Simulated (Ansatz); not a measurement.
Consider the following.

C:
```cif
data_C3
_chemical_formula_sum 'C3'
_space_group_name_H-M_alt 'P6222'
_space_group_IT_number 180
_space_group_name_Hall 'P 62 2 (0 0 4)'
_cell_length_a 2.59236
_cell_length_b 2.59236
_cell_length_c 2.78267
_cell_angle_alpha 90.000
_cell_angle_beta 90.000
_cell_angle_gamma 120.000
loop_
_atom_site_label
_atom_site_type_symbol
_atom_site_symmetry_multiplicity
_atom_site_Wyckoff_symbol
_atom_site_fract_x
_atom_site_fract_y
_atom_site_fract_z
_atom_site_occupancy
C1 C 3 c 0.50000 0.00000 0.00000 1
```

This is the PBEsol-relaxed structure.

Task: All from PBEsol (plane waves, PAW; program Ansatz), unless another level is named. Predict the Poisson's ratio.

Result: 0.06.

Task: What about the vibrational entropy at 300 K?

Result: 2.8 J/(K·mol of atoms).

Space group P6_222. The start of the workflow was typed in or built on a structure type; neither database checked (COD, Materials Project) lists it. It is not the phase usual at ambient conditions (space group No. 194, 227). Symmetry was held in the PBEsol relaxation; phonons on a q-mesh show no instability.

Potentials: the later of the program's two PAW sets.
